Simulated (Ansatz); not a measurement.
# SnGe3Te4: rattling a relaxed structure

The cell was found from a structure generator's guess, not taken from experiment.

Level of theory: DFT PBE, scalar-relativistic, plane waves, PAW in Ansatz 0.2.0. Plane waves to 420 eV, a k mesh through Γ of 6×6×6 on the computed 8-atom cell and Gaussian smearing (0.01 eV); no spin polarisation.

The cell below (8 atoms, space group R3m (No. 160)) is relaxed within its symmetry.

```
CELL_PARAMETERS angstrom
4.30472 2.48533 3.73375
-4.30472 2.48533 3.73375
0.00000 -4.97067 3.73375
ATOMIC_POSITIONS crystal
Sn 0.50867 0.50867 0.50867
Ge 0.98927 0.49024 0.98927
Ge 0.49024 0.98927 0.98927
Ge 0.98927 0.98927 0.49024
Te 0.52933 0.02072 0.52933
Te 0.02072 0.52933 0.52933
Te 0.02719 0.02719 0.02719
Te 0.52933 0.52933 0.02071
```

For the test it was strained at random (σ = 1.5 % a component), the atoms were moved at random (σ = 0.15 Å), and all was relaxed again on a 6×6×6 mesh (in the run’s order of axes) with 0.20 eV smearing, with no symmetry imposed.

These runs have no spin–orbit coupling, which can matter for Te.

**Question.** Is the structure stable against such a distortion?

**Answer.** It returns, within 1 meV/atom of the unmoved cell on that mesh and with the same symmetry when read at 0.1 Å (Cm at 0.01 Å, so small strains and shifts remain). No instability shows in this cell; modes of other wave vectors, which need another repeat, aren't tested.
